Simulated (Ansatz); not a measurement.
**CsH3: rattling a relaxed structure**

It was reached by relaxing an invented guess, and it needn't be the stable form of this composition.

Computed with DFT PBE, scalar-relativistic, plane waves, PAW in Ansatz. Plane waves to 420 eV, a k mesh through Γ of 10×10×10 on the computed 4-atom cell and Gaussian smearing (0.02 eV); no spin polarisation.

The cell below (4 atoms, space group I4/mmm (No. 139)) is relaxed within its symmetry.

```yaml
crystal:
  lattice:
    - [-2.10573, 2.10573, 4.15896]
    - [2.10573, -2.10573, 4.15896]
    - [2.10573, 2.10573, -4.15896]
  atoms:
    - { symbol: Cs, position: [0.50000, 0.50000, 0.00000] }
    - { symbol: H, position: [0.87459, 0.87459, 0.00000] }
    - { symbol: H, position: [0.12541, 0.12541, 0.00000] }
    - { symbol: H, position: [0.00000, 0.00000, 0.00000] }
```

For the test a repeat of it with 8 atoms (edges 4.21, 5.12, 7.85 Å) was strained at random (σ = 1.5 % a component), the atoms were moved at random (σ = 0.15 Å), and all was relaxed again on a coarse 4×4×4 mesh (in the run’s order of axes) with 0.10 eV smearing, with no symmetry imposed.

Question: What happens?

Answer: It doesn't return. The energy falls by 9 meV/atom on that mesh, the volume changes by 4.6 %, and the end has space group Cm (No. 8) at a loose tolerance. Relaxed again on a 6×6×4 mesh with 0.02 eV smearing, the new structure lies 26 meV/atom below the first (mesh in the axes of the run's cell; the cell below is made exact in the group named). Space group Cm (No. 8), monoclinic, a = 9.614 Å, b = 4.286 Å, c = 4.283 Å, β = 115.8°. Around Cs lie 14 H at 2.94–3.34 Å and 1 H at 3.73 Å; H on its first site has 1 H at 1.76 Å, 1 H at 2.55 Å and 5 Cs at 3.17–3.25 Å; H on its second site is surrounded by 1 H at 0.79 Å, 1 H at 2.55 Å, 1 Cs at 2.94 Å and 4 Cs at 3.33–3.34 Å; around H on its third site lie 1 H at 0.79 Å, 1 H at 1.76 Å, 4 Cs at 3.09 Å and 1 Cs at 3.73 Å.

```cif
data_structure
_symmetry_space_group_name_H-M 'Cm'
_symmetry_Int_Tables_number 8
_cell_length_a 9.6138
_cell_length_b 4.2857
_cell_length_c 4.2828
_cell_angle_alpha 90.000
_cell_angle_beta 115.798
_cell_angle_gamma 90.000
_cell_volume 158.87
loop_
_atom_site_label
_atom_site_type_symbol
_atom_site_symmetry_multiplicity
_atom_site_Wyckoff_symbol
_atom_site_fract_x
_atom_site_fract_y
_atom_site_fract_z
_atom_site_occupancy
Cs1 Cs 2 a 0.97569 0.50000 0.47780 1
H1 H 2 a 0.84206 0.00000 0.84511 1
H2 H 2 a 0.63623 0.50000 0.13249 1
H3 H 2 a 0.54531 0.50000 0.04460 1
```
